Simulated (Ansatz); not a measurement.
## Zone-centre phonons of WSe3: input and output

Level of theory: DFT PBEsol, scalar-relativistic, plane waves, PAW (Ansatz).

Launched with:
```bash
ansatz run input.yaml --threads 2 --pin off --max-ram 6144MiB --backend cpu --events-out ev --progress --plain --runs-dir out
```

Input (bare energies are in eV):
```yaml
crystal:
  lattice:
    - [4.8914385674, 0.0, 0.0]
    - [0.0, 4.8914385674, 0.0]
    - [0.0, 0.0, 4.8914385674]
  atoms:
    - { symbol: W, position: [0.0, 0.0, 0.0] }
    - { symbol: Se, position: [0.0, 0.0, 0.5] }
    - { symbol: Se, position: [0.0, 0.5, 0.0] }
    - { symbol: Se, position: [0.5, 0.0, 0.0] }
basis:
  ecutwfc: 420
kpoints:
  mp_grid: { grid: [10, 10, 10] }
hamiltonian:
  xc: pbesol
scf:
  occupations: { method: fermi_dirac, width: 0.15 }
output:
  eigenvalues: true
phonons:
  method: dfpt
  eigenvectors: true
```

The end of the output:
```
--- Phonons (Γ-DFPT): 3 representative perturbations + reference, on 216 of 1000 k-points (Σ response iterations 9) ---
  k mesh reduced under 8 symmetry operations, with k and −k counted as one. Each operation leaves every solved displacement unchanged or reverses it
  ASR residual: 2.897e-3 → 0.000e0 eV/Å²; symmetrization residual: 4.172e-6 eV/Å²
  ASR residual per site (eV/Å²): 2.90e-3 1.38e-4 1.38e-4 1.38e-4
  Γ frequencies (cm⁻¹): -41.70 -41.70 -41.70 0.00 0.00 0.00 41.67 41.67 41.67 243.40 243.40 243.40
  non-analytic LO–TO correction: not included (Born effective charges unavailable; polar crystals: no LO–TO splitting at Γ)
```

Time: 3.4 min on 2 threads of Arm Neoverse V1, with other jobs on the host, peak memory 2.8 GiB.

Its imaginary modes show that this cell, built by swapping an element in a database structure, isn't a minimum of the energy. In a metal, frequencies and elastic constants depend on the k mesh and the smearing, soft modes and shear constants most. Spin–orbit coupling is left out, which matters for heavy elements. A semilocal functional can close a gap that the real compound has.

Negative frequencies stand for imaginary ones: the cell is unstable against these modes.